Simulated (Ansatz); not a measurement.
Input:

NiGe:
```
CELL_PARAMETERS angstrom
      5.27619     0.00000     0.00000
      0.00000     3.46847     0.00000
      0.00000     0.00000     5.81720
ATOMIC_POSITIONS crystal
  Ni 0.50503 0.25000 0.69377
  Ni 0.49497 0.75000 0.30623
  Ni 0.99497 0.75000 0.19377
  Ni 0.00503 0.25000 0.80623
  Ge 0.69105 0.25000 0.08667
  Ge 0.30895 0.75000 0.91333
  Ge 0.80895 0.75000 0.58667
  Ge 0.19105 0.25000 0.41333
```

This is the r²SCAN-relaxed structure.

All from plane-wave PAW r²SCAN (Ansatz code), unless another level is named. Give the bulk modulus (Birch–Murnaghan fit).

146 GPa.

Predict the highest zone-centre frequency.

279 cm⁻¹.

Space group Pnma. The cell was relaxed with r²SCAN under the symmetry of its start. No spin polarisation was allowed. As this level gives no gap, phonon frequencies hold no LO–TO term and depend on the k-mesh and smearing (Fermi–Dirac, 0.1 eV here).

Potentials: the earlier of the program's two PAW sets. The files were generated under PBE; for other functionals the program regenerates the frozen cores, and for LDA and PBEsol the local potential too.
